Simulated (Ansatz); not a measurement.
Input:

WC:
```yaml
crystal:
  lattice:
    - [2.71614, 0.00000, 0.00000]
    - [0.00000, 2.71614, 0.00000]
    - [0.00000, 0.00000, 2.71614]
  atoms:
    - { symbol: W, position: [0.00000, 0.00000, 0.00000] }
    - { symbol: C, position: [0.50000, 0.50000, 0.50000] }
```

This is the r²SCAN-relaxed structure.

### Question
All from the program Ansatz at the r²SCAN level (PAW), unless another level is named. Give the bulk modulus (Birch–Murnaghan fit).

### Answer
384 GPa.

### Question
Give the elastic constants (relaxed ions, GPa).

### Answer
C11 = 1010, C12 = 63.8, C44 = 170.

Space group Pm-3m (CsCl type). A made-up cell: these elements were put on the sites of a structure type; neither database checked (COD, Materials Project) lists it. It is not the phase usual at ambient conditions (space group No. 187). The cell was relaxed with r²SCAN under the symmetry of its start; its stability against distortions is not shown here. No spin polarisation was allowed. As this level gives no gap, shear constants depend on the k-mesh and smearing (Fermi–Dirac, 0.1 eV here). Spin–orbit coupling is left out wherever it is not named.

Potentials: the earlier of the program's two PAW sets.
